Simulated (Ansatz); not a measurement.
## ZnS, one structure, two calculations

Cell: a Materials Project structure (computed, not necessarily an observed phase), atoms as given.

```cif
data_ZnS
_symmetry_space_group_name_H-M 'P6_3mc'
_symmetry_Int_Tables_number 186
_cell_length_a 3.8080
_cell_length_b 3.8080
_cell_length_c 18.6787
_cell_angle_alpha 90.000
_cell_angle_beta 90.000
_cell_angle_gamma 120.000
loop_
_atom_site_label
_atom_site_type_symbol
_atom_site_symmetry_multiplicity
_atom_site_Wyckoff_symbol
_atom_site_fract_x
_atom_site_fract_y
_atom_site_fract_z
Zn1 Zn 2 b 0.3333 0.6667 0.8333
Zn3 Zn 2 b 0.6667 0.3333 0.6669
Zn5 Zn 2 a 0.0000 0.0000 0.4999
S7 S 2 b 0.3333 0.6667 0.9581
S9 S 2 b 0.6667 0.3333 0.7917
S11 S 2 a 0.0000 0.0000 0.6251
```

One atom of each set is listed.

First run. Level of theory: DFT, PBE, plane waves and PAW, scalar-relativistic, 420 eV cutoff, Γ-centred 8×8×2 k-points, Fermi–Dirac smearing 0.02 eV (Ansatz 0.2.0).

```tsv
site	V_zz (10²¹ V/m²)	η
Zn1	0.043	0.00
Zn3	0.053	0.00
Zn5	-0.038	0.00
S7	0.081	0.00
S11	0.20	0.00
```

Second run. The same atoms and settings, except that the functional is r2SCAN and the cutoff is 500 eV.

(1) What does the second run give?

## Answers

(1) 

```csv
site,V_zz,η,change of V_zz
Zn1,0.043,0.00,0.00
Zn3,0.047,0.00,-0.01
Zn5,-0.032,0.00,+0.01
S7,0.065,0.00,-0.02
S11,0.22,0.00,+0.02
```

No V_zz moves by more than 0.02. Sites with |V_zz| of 0.02 or less aren't listed.
